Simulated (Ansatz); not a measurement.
# MgH2: the volume at rest

MgH2 in the rutile structure, starting from this typed cell of 10.20 Å³ an atom.

```yaml
# lattice in Å, fractional positions
crystal:
  lattice:
    - [4.51000, 0.00000, 0.00000]
    - [0.00000, 4.51000, 0.00000]
    - [0.00000, 0.00000, 3.01000]
  atoms:
    - { symbol: Mg, position: [0.00000, 0.00000, 0.00000] }
    - { symbol: Mg, position: [0.50000, 0.50000, 0.50000] }
    - { symbol: H, position: [0.30400, 0.30400, 0.00000] }
    - { symbol: H, position: [0.69600, 0.69600, 0.00000] }
    - { symbol: H, position: [0.80400, 0.19600, 0.50000] }
    - { symbol: H, position: [0.19600, 0.80400, 0.50000] }
```

DFT in Ansatz; k mesh 4×4×6; fixed occupations; no spin. Cell and atoms are relaxed to zero stress with the symmetry kept and no dispersion correction.

Caveats: coarse k mesh.

Q: What volume results under PBE, and how much do the potentials matter?

A: 
```json
{"functional": "PBE", "potentials": "all-electron PAW datasets (no frozen core)", "cutoff (eV)": "280", "volume (Å³/atom)": "10.25", "change (%)": "0.4"}
{"functional": "PBE", "potentials": "Ansatz hand-made PAW", "cutoff (eV)": "800", "volume (Å³/atom)": "10.25", "change (%)": "0.4"}
{"functional": "PBE", "potentials": "PseudoDojo norm-conserving", "cutoff (eV)": "1143", "volume (Å³/atom)": "10.26", "change (%)": "0.6"}
{"functional": "PBE", "potentials": "Ansatz norm-conserving", "cutoff (eV)": "1143", "volume (Å³/atom)": "10.25", "change (%)": "0.4"}
```
